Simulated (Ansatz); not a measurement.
## Notes on YBH4

```yaml
crystal:
  lattice:
    - [-7.14129, 0.00000, 0.00000]
    - [0.00000, -2.93817, 2.92981]
    - [0.00000, 2.93817, 2.92981]
  atoms:
    - { symbol: H, position: [0.75000, 0.19602, 0.75490] }
    - { symbol: H, position: [0.25000, 0.75490, 0.19602] }
    - { symbol: Y, position: [0.00000, 0.00000, 0.00000] }
    - { symbol: Y, position: [0.50000, 0.00000, 0.00000] }
    - { symbol: B, position: [0.75000, 0.01600, 0.48496] }
    - { symbol: B, position: [0.25000, 0.48496, 0.01600] }
    - { symbol: H, position: [0.90376, 0.82263, 0.47225] }
    - { symbol: H, position: [0.09624, 0.47225, 0.82263] }
    - { symbol: H, position: [0.59624, 0.82263, 0.47225] }
    - { symbol: H, position: [0.40376, 0.47225, 0.82263] }
    - { symbol: H, position: [0.75000, 0.23990, 0.25086] }
    - { symbol: H, position: [0.25000, 0.25086, 0.23990] }
```

Level: r2SCAN, no spin polarisation; 500 eV; 5×7×7 Γ-centred mesh; fermi-dirac occupations (width 0.1 eV); Ansatz 0.2.0, fixed geometry.

- Charges: Bader charges in e: Y +1.52, B +1.22, H -0.71 to -0.67. In the mean Y gives up most and H takes most.
- At the Fermi level: It is a metal, with about 2.7 states/eV a cell as the mean within 0.25 eV of the Fermi level, mostly Y d (65 %) and B p (17 %).
- Stress: The pressure is -6.2 GPa (compression positive), so with the atoms held at these fractions the cell would first shrink; the forces are large, so a full relaxation may end otherwise. The principal stresses -8.5, -5.8, -4.4 GPa differ, so its shape would change too.
- Forces: The largest is on H8 (and as large on other atoms): 1.21 eV/Å, components (-0.82, 0.31, 0.82). It makes 17° with the line to a nearest neighbour, B6 at 1.36 Å, pointing towards it.

Origin: a known structure type with other elements, at an estimated volume, so it need not be a known compound.
